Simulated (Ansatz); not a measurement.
input.yaml (Ansatz)

```yaml
crystal:
  lattice:
    - [3.4420649897, 0.0, 0.0]
    - [-1.7210324948, 2.9809157225, 0.0]
    - [0.0, 0.0, 5.6208921281]
  atoms:
    - { symbol: Te, position: [0.3333333333, 0.6666666667, 0.25] }
    - { symbol: Te, position: [0.6666666667, 0.3333333333, 0.75] }
hamiltonian:
  xc: blyp
  pseudopotentials:
    kind: paw
    azcp:
      Te: "pseudopotentials/Te.paw.azcp"
basis:
  ecutwfc: 420
  fft_grid_basis: typed
kpoints:
  mp_grid: { grid: [11, 11, 6], shift: [0, 0, 0] }
magnetization:
  spin_polarized: false
scf:
  occupations: { method: fermi_dirac, width: 0.1 }
relax:
  max_steps: 60
  f_tol: 0.01
  cell: {}
```

Output

```
Engine: ansatz 0.2.0, aarch64-unknown-linux-gnu
Pseudopotentials: kind: paw
Pseudopotential: Te, paw, valence charge 16, recommended cutoff 420 eV (normal) 
Functional definition: BLYP
  parameter beta = 0.0042
  parameter a = 0.04918
  parameter b = 0.132
  parameter c = 0.2533
  parameter d = 0.349
  exchange = b88_x(beta = beta)
  correlation = lyp_c(a = a, b = b, c = c, d = d)
Crystal: 2 atoms, lattice volume = 57.673 Å³
Basis set: ecut = 420 eV, 1099 PW (Γ), exchange–correlation on 48×48×80 points (8 copies of the dense FFT grid, shifted against one another)
Bands: 20, of which v1, the nominal top of the filled ones, is band 16 counted from 1 (15 counted from 0)
Symmetry: 24 space group operations
Space group: P63/mmc (ITA 194), of the structure as read, at distance tolerance 3.9e-5 Å
k-points: 64 of 726
Non-local potential: Te, projectors of the file, l = 0: 2, l = 1: 2, l = 2: 2, l = 3: 2
PAW form: soft (Blöchl's): semilocal exchange-correlation on the pseudo side does not see the compensation charge
PAW frozen core: Te, regenerated for the run's functional, and the local potential with it (the file was generated under x = pbe(κ = 0.804, μ = 0.2195149727645171), c = pbe(β = 0.06672455060314922))
PAW one-centre angular grid: Te, 590 points (default); XC on 64 Gauss nodes
Initial density: superposition of atomic densities (neutral atoms: chi_scale 0, normalization atom), corrected by the library's trained network
Initial wavefunctions: pseudopotential atomic-orbital guess
Functional: x = b88, c = lyp
SCF iter   1: F=—  HF=-13993.118490 eV  |F-HF|=—  |Δ(HF+E_count)|=         —  Δρ=6.77e-3  dr2=2.87e-2  ethr=1.77e-3  ⟨swp⟩=5.9  Hψ=6314  notcnv=0
SCF iter   2: F=—  HF=-13993.112528 eV  |F-HF|=—  |Δ(HF+E_count)|=   5.96e-3  Δρ=4.29e-3  dr2=1.23e-2  ethr=8.97e-5  ⟨swp⟩=1.0  Hψ=1792  notcnv=0
SCF iter   3: F=—  HF=-13993.109214 eV  |F-HF|=—  |Δ(HF+E_count)|=   3.31e-3  Δρ=8.69e-4  dr2=4.82e-4  ethr=3.83e-5  ⟨swp⟩=2.0  Hψ=1630  notcnv=0
SCF iter   4: F=—  HF=-13993.109128 eV  |F-HF|=—  |Δ(HF+E_count)|=   8.59e-5  Δρ=4.08e-4  dr2=9.13e-5  ethr=1.51e-6  ⟨swp⟩=3.0  Hψ=2364  notcnv=0
SCF iter   5: F=—  HF=-13993.109167 eV  |F-HF|=—  |Δ(HF+E_count)|=   3.89e-5  Δρ=1.01e-4  dr2=7.66e-6  ethr=2.85e-7  ⟨swp⟩=2.0  Hψ=2236  notcnv=0
...
Basis set: ecut = 420 eV, 1401 PW (Γ), exchange–correlation on 60×60×60 points (8 copies of the dense FFT grid, shifted against one another)
iter 1 solved again at ethr=2.74e-7 eV; its pass at ethr=3.10e-3 eV (dr2=8.78e-5 eV) is discarded
SCF iter   1: F=—  HF=-13993.870233 eV  |F-HF|=—  |Δ(HF+E_count)|=         —  Δρ=3.28e-4  dr2=2.03e-6  ethr=2.74e-7  ⟨swp⟩=3.0  Hψ=9521  notcnv=0
SCF iter   2: F=—  HF=-13993.872473 eV  |F-HF|=—  |Δ(HF+E_count)|=   2.24e-3  Δρ=1.97e-5  dr2=1.54e-7  ethr=6.35e-9  ⟨swp⟩=2.0  Hψ=2349  notcnv=0
SCF iter   3: F=—  HF=-13993.872472 eV  |F-HF|=—  |Δ(HF+E_count)|=   5.21e-7  Δρ=6.52e-6  dr2=1.51e-8  ethr=4.82e-10  ⟨swp⟩=2.0  Hψ=2317  notcnv=0
SCF iter   4: F=—  HF=-13993.872473 eV  |F-HF|=—  |Δ(HF+E_count)|=   4.31e-7  Δρ=1.12e-6  dr2=5.67e-10  ethr=4.72e-11  ⟨swp⟩=2.0  Hψ=2317  notcnv=0
SCF iter   5: F=-13993.872473 eV  HF=-13993.872473 eV  |F-HF|=5.46e-11  |Δ(HF+E_count)|=   1.24e-8  Δρ=1.13e-7  dr2=8.70e-12  ethr=1.00e-12  ⟨swp⟩=5.3  Hψ=6748  notcnv=0
SCF 15 converged in 5 iterations: F = -13993.872473 eV  dr2 = 8.70e-12
relax step  15: F+E_penalty+E_count = -13993.87247277 eV  Δ(F+E_penalty+E_count) = -5.849e-4 eV  max|allowed force component| = 2.024e-18 eV/Å  Δτ_max = 0.0000 Å  P = -0.001 GPa  Ω = 70.946 Å³  stress off target by 1.30e-3 GPa  SCF on the basis re-selected at this cell (its energy is not comparable with the rows above)  (5 SCF iters)
basis re-selected at this cell: Δ(F+E_penalty+E_count) = -5.849e-4 eV, ΔP = -0.005 GPa vs the last step (what re-selecting the basis moved, of the pressure what is left beyond the Pulay correction that the steps carried, after the strain that the cell walked since its last selection, with what the two solves' SCF thresholds leave and, on support functions, any second-order correction that the steps lacked; it is no measure of the basis error at this ecutwfc). The dense FFT grid was sized anew with the basis: this SCF ran on 30×30×30 points, the steps before it on 30×30×32, so part of this shift can come from that change (see relax.cell in the input reference). This SCF's stress stands 1.30e-3 GPa from its target on what of the cell is left free (relax.cell.stress_tol is 5.00e-2 GPa) and its largest allowed force component is 2.02e-18 eV/Å (relax.f_tol is 1.00e-2 eV/Å): within both
SCF converged after 5 iterations
Free energy (F): -13993.872473 eV
Harris-Foulkes:  -13993.872473 eV  (|F-HF|=5.46e-11)
Internal energy: -13993.813133 eV  (E = F + TS)
E sigma→0 (E₀):  -13993.842803 eV
Entropy (-TS):   -0.059340 eV (-29.670 meV/atom)
Fermi energy:    8.360870 eV
--- Per-component energies (eV) ---
  E_band       = -534.504694
  E_kinetic    = 360.329172
  E_local      = -2559.333342  (includes V_loc(G=0)·N_el)
  E_nonlocal   = -625.167669
  E_hartree    = 1622.197897
  E_xc         = -243.646701
  E_vxc        = -201.070485  (∫ρ·V_xc dr)
  E_paw        = -9361.629710  (= ΣΔE_a)
  E_vpaw       = -753.657935  (= ΣTr[D̂ρ^β])
  E_aug_tail   = -0.000426  (compensation charges beyond the density's cutoff)
  E_ewald      = -3186.507162
  E_core_change = -0.055193  (= ΣΔE_core)
  E_smearing   = -0.059340  (= −TS)
  E_closure    = 0.000000  (closes the sum)
  Σ components = -13993.872473   (vs F -13993.872473, Δ=0.00e0)
--- Forces (eV/Å), atoms counted from 1 ---
  atom   1  Te    -0.00000000     0.00000000    -0.00000000
  atom   2  Te     0.00000000    -0.00000000     0.00000000
  max |Σ_I F_I| component: 2.89e-19 eV/Å
--- Stress (GPa, compression-positive) ---
       -0.001229       0.000000       0.000000
        0.000000      -0.001229       0.000000
        0.000000       0.000000      -0.001298
  P = ⅓ Tr σ = -0.0013 GPa (-0.013 kbar)
--- Relaxed structure (13 steps of the walk, 13 accepted, 2 SCFs on fresh bases) ---
  F+E_penalty+E_count = -13993.87247277 eV   max|allowed force component| = 2.024e-18 eV/Å   (the final SCF, on the basis selected at the relaxed cell)
  cell:  # Å, volume = 70.9456 Å³
    - [4.3058198642607115, -3.611154910574246e-11, -5.433386058711683e-34]
    - [-2.152909932099082, 3.728949386587494, 3.194001628772468e-33]
    - [9.80668990004358e-34, 4.669852333354084e-33, 4.41858632042814]
  atoms:
    - { symbol: Te, position: [0.3333333333333332, 0.6666666666666664, 0.24999999999999997] }
    - { symbol: Te, position: [0.6666666666666665, 0.33333333333333326, 0.7499999999999999] }
```
